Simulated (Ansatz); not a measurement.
Below is a relaxed structure of Te3Pb4Se. The cell was found from a structure generator's guess, not taken from experiment.

All numbers below come from DFT PBE, scalar-relativistic, plane waves, PAW (Ansatz 0.2.0). Cutoff 420 eV, Γ-centred mesh, Gaussian smearing, no spin polarisation.

```
Te Pb Se
1.0
     0.00000    6.48029    4.64357
     4.59835    0.00000    4.64357
     4.59835    6.48029    0.00000
Te Pb Se
3 4 1
Direct
  0.24234 0.24234 0.25766
  0.74234 0.74234 0.75766
  0.99405 0.99405 0.00595
  0.50164 0.03188 0.49836
  0.74249 0.25793 0.74207
  0.03188 0.50164 0.96812
  0.25793 0.74249 0.25751
  0.48529 0.48529 0.51471
```

Formation energies are uncorrected and refer to the elements' standard structures at the same level.

(1) Find its symmetry and describe it.

(2) What is its formation energy per atom?

(3) Is it a metal?

## Answers

(1) Fmm2 (No. 42), with Te and Se ordered on rock salt sites. Conventional cell: a = 9.197 Å, b = 12.961 Å, c = 9.287 Å. Around Te on a site of symmetry 2 lie 6 Pb at 3.22–3.32 Å; Te on a site of symmetry mm2 is surrounded by 6 Pb at 3.23–3.34 Å; Pb on its first site has 1 Se at 2.96 Å, 4 Te at 3.23–3.33 Å and 1 Se at 3.57 Å; around Se lie 2 Pb at 2.96 Å, 2 Pb at 3.14 Å and 2 Pb at 3.57 Å; 1 more site not described.

(2) −0.434 eV/atom. Whether it is stable depends on the other phases of the system, which aren't compared here.

(3) No, the gap on the 6×6×6 mesh is 0.63 eV.

The last run used a 6×6×6 mesh for its 8-atom cell and Gaussian smearing of 0.02 eV. Spin–orbit coupling, which can matter for Pb and Te, is left out. Kohn–Sham gaps at this level usually fall short of measured ones. The missing spin–orbit coupling can work the other way here. The reference forms of Se and Te are held partly by dispersion forces, which this level lacks. This cell was reached by moving the atoms of another relaxed cell at random and relaxing again, last within the group found; it had no such test of its own.
